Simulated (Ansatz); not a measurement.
Data sheet: TiSi (DFT)

TiSi:
```
CELL_PARAMETERS angstrom
      3.05191     0.00000     0.00000
      0.00000     3.05191     0.00000
      0.00000     0.00000     3.05191
ATOMIC_POSITIONS crystal
  Ti 0.00000 0.00000 0.00000
  Si 0.50000 0.50000 0.50000
```

Space group Pm-3m (No. 221), CsCl type; conventional cell a = b = c = 3.0519 Å, α = β = γ = 90.00°.

Method: DFT-LDA in the program Ansatz with PAW potentials. Structure relaxed to zero pressure with the same functional. Other levels are named where they apply.

Cell and energy:

```
Property                                                       Value
-----------------------------------------------------  -------------
Volume per atom                                             14.21 Å³
Density                                                   4.44 g/cm³
Formation energy from the elements (no fitted shifts)  -0.35 eV/atom
```

Electronic structure:

```
Quantity                                                                   Result
------------------------------------  -------------------------------------------
Electronic character                                            metallic (no gap)
Density of states at the Fermi level  1.4 states/eV per atom (mean over ±0.08 eV)
```

Mechanics:

```
Property                                                                Value
-------------------------------------  --------------------------------------
Bulk modulus (Birch–Murnaghan fit)                                    143 GPa
Pressure derivative B′                                                    3.9
Elastic constants (relaxed ions, GPa)      C11 = -56.4, C12 = 242, C44 = -105
Mechanical stability                   unstable (C has a negative eigenvalue)
```

Phonons:

```
Property                                              Result
-------------------------------  ---------------------------
Highest zone-centre frequency                       287 cm⁻¹
Zone-centre stability                 no imaginary mode at Γ
Dynamical stability on the path  unstable, down to 181i cm⁻¹
```

A made-up cell: these elements were put on the sites of a structure type; neither database checked (COD, Materials Project) lists it. COD files the formula under space group No. 25, so this cell is another polymorph or a model. Its standing as an ambient phase is unchecked. Symmetry was held in the LDA relaxation. No spin polarisation was allowed. As this level gives no gap, shear constants depend on the k-mesh and smearing (Fermi–Dirac, 0.1 eV here). As this level gives no gap, phonon frequencies hold no LO–TO term and depend on the k-mesh and smearing (Fermi–Dirac, 0.1 eV here). On the denser mesh and wider smearing of the elastic run this cell carries a stress of 0.3 GPa. The references are the lowest solids computed at this level, not always the standard phases.

Potentials: the later of the program's two PAW sets.
